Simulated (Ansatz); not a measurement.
NbC₂ (MoSi2 or CaC2 type), relaxed with PBE (Ansatz, a quantum-chemistry and plane-wave program, plane waves, PAW): a = b = 3.1991 Å, c = 5.8890 Å, α = β = γ = 90.00°.

| Property | Result |
|---|---|
| ΔH_f (eV/atom) | 0.47 |
| B₀ by P(V) fit (GPa) | 220 |

**Question.** The same phase is relaxed and computed with r²SCAN in the same code. What are the cell and these values now?

**Answer.** a = b = 3.204 Å, c = 5.874 Å, α = β = γ = 90.00°.

* **ΔH_f (eV/atom)**: 0.42
* **B₀ by P(V) fit (GPa)**: 225

Typed or built starts, not in the databases checked: NbC2, MoSi2 or CaC2 type. All cells were relaxed under the symmetry of their starts (and spin orders); stability against distortions was not tested throughout. Rows with no word on spin ran without spin polarisation. Spin–orbit coupling is left out wherever it is not named.

Potentials: the earlier of the program's two PAW sets.

Ansatz is a plane-wave DFT program.

Formation energies count from the lowest solids of the elements computed at the same level, not from gases.
